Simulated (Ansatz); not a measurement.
Values for one crystal, relaxed and computed with plane-wave PAW LDA (Ansatz code); other levels are named.

- Volume per atom = 21.88 Å³
- Band gap = 0.78 eV (direct)
- Electron effective mass = 0.086, 0.086, 0.15 mₑ (principal values)
- Hole effective mass, band 1 of 2 at the edge = 0.56 along x, 0.54 along z (mₑ)
- Zone-centre stability = no imaginary mode at Γ
- Hole effective mass, band 2 of 2 at the edge = 0.088 along x, 0.54 along z (mₑ)
- Conduction-band minimum = at Γ

Task: Which of these materials gives this?
A) Cs3HSe2O8, C2/m (Pearson symbol mS28)
B) SiC, wurtzite
C) GaCuGeSe4, I-4 (Ga on 2b, Cu on 2d, Ge on 2c, Se on 8g)
D) CaGe2O5, C2/c (Pearson symbol mS32)

Result: C, GaCuGeSe4, I-4 (Ga on 2b, Cu on 2d, Ge on 2c, Se on 8g)

The first step of the workflow began from a Materials Project structure, measured or hypothetical; the Crystallography Open Database copy checked does not list it. Its standing as an ambient phase is unchecked. The LDA relaxation kept the symmetry of its start. The run is not spin-polarised. Scalar-relativistic: spin–orbit coupling is off unless named, which matters more the heavier the elements.

Potentials: the later of the program's two PAW sets.
